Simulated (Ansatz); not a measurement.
TaRu:
```
CELL_PARAMETERS angstrom
      3.04552     0.00000     0.00000
      0.00000     3.04552     0.00000
      0.00000     0.00000     3.39051
ATOMIC_POSITIONS crystal
  Ta 0.50000 0.50000 0.50000
  Ru 0.00000 0.00000 0.00000
```

Relaxed with r²SCAN. Special points in fractions of this cell's reciprocal vectors: Γ (0.000, 0.000, 0.000); X (0.000, 0.500, 0.000); M (0.500, 0.500, 0.000); Z (0.000, 0.000, 0.500); R (0.000, 0.500, 0.500); A (0.500, 0.500, 0.500).

Question: List the band energies nearest the Fermi level at these points for DFT-r²SCAN in the program Ansatz with PAW potentials.

Answer: In eV from the Fermi level; about four levels below and three above (degenerate sets whole), none deeper than 8.9 eV; points with the same levels are listed once.

```csv
k,below,above
Γ,-5.91 -2.52 -2.52 -1.63,0.52 1.97 4.55
X,-2.20 -2.10 -1.34 -0.73,0.58 1.84 2.56
M,-6.38 -6.18 -4.85 -4.85,0.40 1.28 1.28
Z,-2.65 -1.98 -1.98 -0.97,0.04 0.88 0.88
R,-6.03 -3.69 -3.62 -0.85,0.40 0.49 0.70
A,-3.38 -2.72 -2.72 -0.31,0.44 4.05 5.41
```

Space group P4/mmm (L1₀ or tetragonal B2). The first step of the workflow began from a Materials Project structure, measured or hypothetical; the Crystallography Open Database files this formula in space group No. 123, but the cells were not matched. Whether it is the stable phase at ambient conditions was not checked. The cell was relaxed with r²SCAN under the symmetry of its start; whether a distortion lowers the energy is not shown. No spin polarisation was allowed. Scalar-relativistic: spin–orbit coupling is off unless named, which matters more the heavier the elements.

Potentials: the later of the program's two PAW sets.
